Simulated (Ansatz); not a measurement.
**Electric field gradients in CdHg**

Theory: DFT LDA, scalar-relativistic, plane waves, PAW (Ansatz 0.2.0). Plane waves to 420 eV; Γ-centred k mesh 18×18×4; Fermi-Dirac smearing of 0.15 eV. No spin polarisation.

The cell, relaxed at this level:
```yaml
crystal:
  lattice:
    - [2.99309, 0.00000, 0.00000]
    - [-1.49654, 2.59209, 0.00000]
    - [0.00000, 0.00000, 10.76328]
  atoms:
    - { symbol: Cd, position: [0.00000, 0.00000, 0.00000] }
    - { symbol: Cd, position: [0.00000, 0.00000, 0.50000] }
    - { symbol: Hg, position: [0.33333, 0.66667, 0.25000] }
    - { symbol: Hg, position: [0.66667, 0.33333, 0.75000] }
```

The cell was built by swapping an element in a database structure (itself possibly hypothetical) and relaxing; it need not be the stable form of this composition. In a metal these results depend on the k mesh and the smearing. Spin–orbit coupling is left out, which matters for gradients at heavy nuclei.

Question: Give V_zz (10²¹ V/m²) and the asymmetry η at each distinct site.

Answer:
```tsv
atom	V_zz	η
Cd (atom 1)	6.16	0.00
Hg (atom 3)	7.38	0.00
```